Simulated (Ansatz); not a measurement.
The guess for Zr2PdO6 was made by a generator: random cell by space group and Wyckoff sites (Fm-3m, No. 225). Lengths were set from tabulated atomic sizes, so they are only a guess.

```cif
data_structure
_symmetry_space_group_name_H-M 'Fm-3m'
_symmetry_Int_Tables_number 225
_cell_length_a 7.4386
_cell_length_b 7.4386
_cell_length_c 7.4386
_cell_angle_alpha 90.000
_cell_angle_beta 90.000
_cell_angle_gamma 90.000
_cell_volume 411.60
loop_
_atom_site_label
_atom_site_type_symbol
_atom_site_symmetry_multiplicity
_atom_site_Wyckoff_symbol
_atom_site_fract_x
_atom_site_fract_y
_atom_site_fract_z
_atom_site_occupancy
Zr1 Zr 8 c 0.25000 0.75000 0.75000 1
Pd1 Pd 4 a 0.00000 0.00000 0.00000 1
O1 O 24 e 0.21354 0.00000 0.00000 1
```

Level of theory: DFT PBE, scalar-relativistic, plane waves, PAW in Ansatz 0.2.0. Cutoff 420 eV, Gaussian smearing, Γ-centred meshes. Cell and atoms relax first on a coarse mesh and then on a converged one. In between, the cell is made exact in the group found at 0.06 Å. The steps can't lower the symmetry of their start. No spin polarisation in the relaxation; trial moments died out in a coarse test.

A guess keeps its type if space group and coordination stay and the shape of the cell changes little (axis ratios within about 15 %, angles within 6°); the volume may change.

Q: Will the relaxed cell still be of the starting type?

A: It keeps its type. The symmetry stays Fm-3m (No. 225). The volume per atom shrinks by 7.3 %, from 11.4 to 10.6 Å³. The shortest distance goes from 1.59 Å (Pd–O) to 1.89 Å (Pd–O). Counting neighbours within 15 % of an atom's shortest distance, the start has O 1, Pd 6, Zr 12 and the end O 1, Pd 6, Zr 12.

The last run used an 8×8×8 mesh for its 9-atom cell and Gaussian smearing of 0.01 eV. Symmetry constrained the relaxation, so the result can be a saddle point.
